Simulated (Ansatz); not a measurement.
MnTl$_{2}$GeTe$_{4}$:
```
MnTl2GeTe4
1.0
   -4.25801     4.25801     3.47653
    4.25801    -4.25801     3.47653
    4.25801     4.25801    -3.47653
Mn Tl Ge Te
1 2 1 4
Direct
  0.50000   0.50000   0.00000
  0.00000   0.50000   0.50000
  0.50000   0.00000   0.50000
  0.00000   0.00000   0.00000
  0.93595   0.93595   0.33977
  0.06405   0.40382   0.00000
  0.59618   0.59618   0.66023
  0.40382   0.06405   0.00000
```
The run is spin-polarised; directions of the spins, atom by atom: ↑ 0 0 0 0 0 0 0.

Relaxed with r²SCAN+D4. Special points in fractions of this cell's reciprocal vectors: Γ (0.000, 0.000, 0.000); X (0.000, 0.000, 0.500); M (-0.500, 0.500, 0.500); Z (0.417, 0.417, -0.417); Z0 (-0.417, 0.583, 0.417); P (0.250, 0.250, 0.250); N (0.000, 0.500, 0.000).

**Question.** List the band energies nearest the valence-band maximum at these points for DFT-r²SCAN+D4 in the program Ansatz with PAW potentials.

**Answer.** In eV from the valence-band maximum; about four levels below and three above (degenerate sets whole), none deeper than 8.9 eV; points with the same levels are listed once.

```
k                      below                above
---  -----------------------  -------------------
Γ ↑  -0.85 -0.85 -0.72 -0.34  2.30 3.16 3.26 3.26
X ↑  -0.96 -0.83 -0.57 -0.40       1.28 1.61 2.41
M ↑   -0.60 -0.60 -0.56 0.00  0.77 1.10 3.03 3.03
Z ↑  -0.58 -0.41 -0.41 -0.02  0.59 1.68 2.41 2.41
P ↑  -0.98 -0.98 -0.69 -0.69       1.05 2.82 3.53
N ↑  -1.07 -0.97 -0.60 -0.42       1.45 2.06 3.02
Γ ↓  -1.25 -1.25 -1.05 -0.92       1.50 1.82 1.82
X ↓  -1.61 -1.00 -0.91 -0.69       0.82 1.17 1.76
M ↓  -0.97 -0.97 -0.49 -0.26       0.68 1.00 2.14
Z ↓  -1.00 -1.00 -0.54 -0.26       0.50 1.52 2.15
P ↓  -1.56 -1.56 -0.87 -0.87  1.11 2.29 2.30 2.30
N ↓  -1.36 -1.24 -1.07 -0.97       1.42 2.04 2.21
```

Space group I-42m. The workflow started from a Materials Project entry (that database holds measured and hypothetical structures alike); the Crystallography Open Database files this formula in space group No. 121, but the cells were not matched. Whether it is the stable phase at ambient conditions was not checked. Symmetry was held in the r²SCAN+D4 relaxation; its stability against distortions is not shown here. Magnetic state: ferromagnetic, the only order run, not a proven ground state. The cell computed holds one magnetic atom, so no antiferromagnetic order was within reach. Other orbital occupations within this spin state were not tried. No Hubbard U is applied. Spin–orbit coupling is left out wherever it is not named.

Potentials: the later of the program's two PAW sets.
